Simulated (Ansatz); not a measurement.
Method: r2SCAN, no spin polarisation; PAW, plane waves to 500 eV, 7×7×7 Γ-centred mesh, cold occupations (width 0.1476 eV) (Ansatz 0.2.0), atoms fixed.

Computed maps in the lattice plane spanned by b (left to right, 5.94 Å, 18 points from zero) and c (bottom to top, 5.94 Å, 18 points from zero), 60° apart, at height 0.736 along a. The fields are smooth PAW ones with compensation charges, not the true ones near nuclei.

Valence density. Digits on a logarithmic scale: 0 up to 0.03 e/Å³, each further digit a factor of 1.6, 9 from 1.3 e/Å³ up:
```
234543223467876422
246776423578998742
347999643579889874
347999963468866986
435999985358976897
534699996336898898
532468986324688987
532345665432356776
433344565443334554
345665566556653333
247997666668986422
247999865569999642
346999975458999963
335899996446999974
444589996334699975
444456775322457764
344434444333334443
334433223455543322
```

ELF. Ten even steps from '0' (0.00) to '9' (0.88):
```
011210000389997200
026775100599999940
038999710499526992
018977960189400697
205974883059800299
601698895007984599
600158874101799999
300001221000058998
000100111001001453
014531143114530000
027987124127986100
028988811128889710
016965871018847950
002886883005977971
010389995101699972
122026874000158861
022101221000001321
001000000036620000
```

Question: The cell is Ba$_{2}$CrMoF$_{6}$. Which atoms lie within 0.2 Å of this plane, and where (fractions of b and c)?

Answer: F at (0.26, 0.26), F at (0.26, 0.74), F at (0.74, 0.26), Ba at (0.75, 0.75). The whole cell:
```xyz
10
Lattice="0.0000 4.2033 4.2033 4.2033 0.0000 4.2033 4.2033 4.2033 0.0000" Properties=species:S:1:pos:R:3 pbc="T T T"
Cr    0.0000    0.0000    0.0000
F     2.2218    4.2033    4.2033
F     4.2033    2.2218    4.2033
F     6.1847    4.2033    4.2033
F     4.2033    6.1847    4.2033
F     4.2033    4.2033    2.2218
F     4.2033    4.2033    6.1847
Mo    4.2033    4.2033    4.2033
Ba    2.1016    2.1016    2.1016
Ba    6.3049    6.3049    6.3049
```

Origin: a known structure type with other elements, at an estimated volume, so it need not be a known compound. Caveats: no spin polarisation, so a magnetic state may lie lower; atoms or cell far from equilibrium.
